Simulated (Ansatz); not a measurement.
FeSi2:
```cif
data_Fe16Si32
_chemical_formula_sum 'Fe16 Si32'
_space_group_name_H-M_alt 'Cmce'
_space_group_IT_number 64
_space_group_name_Hall '-C 2ac 2'
_cell_length_a 9.78239
_cell_length_b 7.70817
_cell_length_c 7.74552
_cell_angle_alpha 90.000
_cell_angle_beta 90.000
_cell_angle_gamma 90.000
loop_
_atom_site_label
_atom_site_type_symbol
_atom_site_symmetry_multiplicity
_atom_site_Wyckoff_symbol
_atom_site_fract_x
_atom_site_fract_y
_atom_site_fract_z
_atom_site_occupancy
Fe1 Fe 8 f 0.00000 0.19217 0.31260 1
Fe2 Fe 8 d 0.28389 0.00000 0.00000 1
Si1 Si 16 g 0.12648 0.45505 0.27340 1
Si2 Si 16 g 0.12837 0.22630 0.05016 1
```
(The calculation used a cell of 24 atoms; values per cell refer to that cell.)

Relaxed at zero pressure with the program Ansatz at the PBEsol level (PAW).

Q: The volume is raised by 6 % and shape and atoms relax at that volume. What pressure results, and how do the axes share the change?

A: -10.0 GPa; a 2.3 %, b 1.7 %, c 1.9 %; the energy rises by 24 meV/atom.

Q: Give the new structure.

A: 
Space group Cmce (No. 64); a = 10.008 Å, b = 7.839 Å, c = 7.892 Å, α = β = γ = 90.00°

```tsv
atom	site	symmetry	x	y	z
Fe	8f	m..	0.0000	0.1941	0.3106
Fe	8d	2..	0.2821	0.0000	0.0000
Si	16g	1	0.1265	0.4568	0.2720
Si	16g	1	0.1278	0.2272	0.0478
```

The phase is kept; no other phase was compared at this pressure.

The first step of the workflow began from a Materials Project structure, measured or hypothetical; the Crystallography Open Database files this formula in space group No. 64, but the cells were not matched. Its standing as an ambient phase is unchecked. Symmetry was held in the PBEsol relaxation; of distortions, only those at the zone centre were tested. No spin polarisation was allowed.

Potentials: the later of the program's two PAW sets.
